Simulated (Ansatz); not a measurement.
GaN:
```
CELL_PARAMETERS angstrom
      0.00000     2.24890     2.24890
      2.24890     0.00000     2.24890
      2.24890     2.24890     0.00000
ATOMIC_POSITIONS crystal
  N  0.75000 0.75000 0.75000
  Ga 0.00000 0.00000 0.00000
```

Relaxed with r²SCAN.

Task: Give the optical modes at the zone centre with their infrared and Raman activity from DFPT, DFT-r²SCAN in the program Ansatz with PAW potentials.

Result: Transverse frequencies, without the LO–TO term; a row sums one degenerate level.

| ω (cm⁻¹) | degeneracy | IR ((D/Å)²/amu) | Raman (Å⁴/amu) | activity | symmetry |
|---|---|---|---|---|---|
| 546 | 3 | 42.42 | 21 | IR+Raman | T2 |

Task: How high does the top mode go among those that the LO–TO term moves?

Result: 734 cm⁻¹ for q along x.

Space group F-43m (zinc blende). Symmetry was held in the r²SCAN relaxation; phonons on a q-mesh show no instability.

Potentials: the later of the program's two PAW sets.
